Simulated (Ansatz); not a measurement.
A scan (energy over volume and axial ratio; atoms clamped) gave these values. Calculation: PBEsol (plane waves to 420 eV, PAW, scalar-relativistic; Ansatz, a program for electronic structure).

The shear modulus C′ = (C11 − C12)/2 (fit, atoms clamped) comes out as 24 GPa.

Question: Of these crystals, all scanned alike, which one is it?
A) Mg₂Sn (antifluorite type, space group Fm-3m)
B) KTaO₃ (cubic perovskite)
C) CdSe (zinc blende)

Answer: A, Mg₂Sn (antifluorite type, space group Fm-3m). The others have, for the shear modulus C′ = (C11 − C12)/2: CdSe 9 GPa, KTaO3 188 GPa

All were relaxed with their symmetry unable to fall. At this level the bands of Mg2Sn touch or barely overlap; measurements give the solid a gap. KTaO3 is run without spin polarisation. Spin-orbit coupling is left out. With partly filled bands, the response to shear is sensitive to the k mesh, so small differences along c/a are uncertain.

(A scan under strain: stresses follow from slopes of the energy per volume, elastic moduli from its curvatures.)
